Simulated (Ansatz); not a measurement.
The calculation used DFT PBE, scalar-relativistic, plane waves, PAW, and for the lanthanide a 4f-in-core norm-conserving potential (Ansatz). Settings: cutoff 690 eV, Γ-centred meshes spaced at most about 0.3 Å⁻¹, and about 0.25 Å⁻¹ or finer for metals (2π included), Gaussian smearing. No spin polarisation in the final relaxations.

Temperature and zero-point effects are left out.

Two relaxed structures of SmPb2:

A. Space group P6/mmm (No. 191), hexagonal, a = 5.855 Å, c = 3.425 Å. Sm has 6 Pb at 3.38 Å and 2 Sm at 3.43 Å; Pb is surrounded by 5 Pb at 3.38–3.43 Å and 3 Sm at 3.38 Å.

B. Space group P4/mmm (No. 123), tetragonal, a = 4.651 Å, c = 4.698 Å. Sm is surrounded by 8 Pb at 3.31 Å; Pb is surrounded by 4 Pb at 3.29 Å and 4 Sm at 3.31 Å.

**Question.** Which would you expect to be lower, and how large is the difference?

**Answer.** B is lower, by 0.36 eV/atom. A has space group P6/mmm (No. 191), 33.9 Å³/atom and no gap on its mesh; B has space group P4/mmm (No. 123), 33.9 Å³/atom and no gap. Both come from invented guesses.

These runs have no spin–orbit coupling, which can matter for Pb. Cells relaxed within their symmetry can be saddle points.

The lanthanide is trivalent by construction, without f bands, f moments or other valences.
